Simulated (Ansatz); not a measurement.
Here is the system:

P:
```xyz
42
Lattice="-1.3268 -11.6159 0.0000 -7.1342 0.0000 0.0000 -3.5309 -3.6368 -11.2637" Properties=species:S:1:pos:R:3 pbc="T T T"
P     -6.3824    -6.9030    -9.5943
P     -5.6095    -8.3496    -1.6694
P     -5.2169    -8.1533    -8.1939
P     -6.7750    -7.0994    -3.0697
P     -4.9140    -9.8574    -9.5710
P     -7.0779    -5.3953    -1.6927
P     -3.7548   -11.0458    -8.1447
P     -8.2371    -4.2069    -3.1190
P    -10.4467   -12.8029    -9.3712
P     -1.5452    -2.4498    -1.8924
P     -9.1828   -13.8670    -7.9259
P     -2.8091    -1.3857    -3.3378
P     -7.7956    -3.8568    -9.4134
P     -4.1963   -11.3959    -1.8503
P     -6.6461    -5.2528    -8.1822
P     -5.3458    -9.9999    -3.0814
P     -8.6574    -8.0492    -7.3670
P     -3.3345    -7.2035    -3.8967
P     -6.7377    -8.9098    -6.6993
P     -5.2542    -6.3429    -4.5644
P     -7.2034   -10.9701    -7.3460
P     -4.7885    -4.2825    -3.9177
P     -5.2853   -11.7755    -6.6361
P     -6.7065    -3.4772    -4.6276
P     -4.1745    -2.2945    -7.0840
P     -7.8174   -12.9582    -4.1797
P     -2.2213    -3.0166    -6.3681
P     -9.7706   -12.2361    -4.8956
P     -2.8692    -4.9720    -7.1440
P     -9.1227   -10.2806    -4.1196
P     -8.1581    -6.0355    -6.6677
P     -3.8338    -9.2172    -4.5960
P     -8.4387    -7.6831    -9.5252
P     -3.5532    -7.5696    -1.7385
P     -6.7738   -11.0274    -9.5011
P     -5.2181    -4.2253    -1.7626
P     -5.1452   -14.0871    -9.2853
P     -6.8467    -1.1656    -1.9784
P     -9.9386    -4.5290    -9.3320
P     -2.0533   -10.7237    -1.9316
P     -8.3624    -9.7372   -10.3662
P     -3.6295    -5.5154    -0.8975
```

This is the r²SCAN+D4-relaxed structure. Cartesian axes are those of the cell as given.

### Question
All from plane-wave PAW r²SCAN+D4 (Ansatz code), unless another level is named. Give the HSE06 gap on the r²SCAN+D4 cell.

### Answer
2.36 eV.

### Question
What about the electron effective mass?

### Answer
0.41, 1.1, 2.1 mₑ (principal values).

### Question
Predict the hole effective mass.

### Answer
0.36, 0.88, 3.5 mₑ (principal values).

### Question
Give the band gap.

### Answer
1.85 eV (indirect).

### Question
Next, the valence-band maximum?

### Answer
at X (k = 0.500, 0.000, 0.000 in fractions of the reciprocal vectors).

Space group P-1. The first step of the workflow began from a Materials Project structure, measured or hypothetical; the Crystallography Open Database copy checked does not list it. It is not the phase usual at ambient conditions (space group No. 64). Symmetry was held in the r²SCAN+D4 relaxation; its stability against distortions is not shown here.

Potentials: the earlier of the program's two PAW sets. The files were generated under PBE; for other functionals the program regenerates the frozen cores, and for LDA and PBEsol the local potential too.
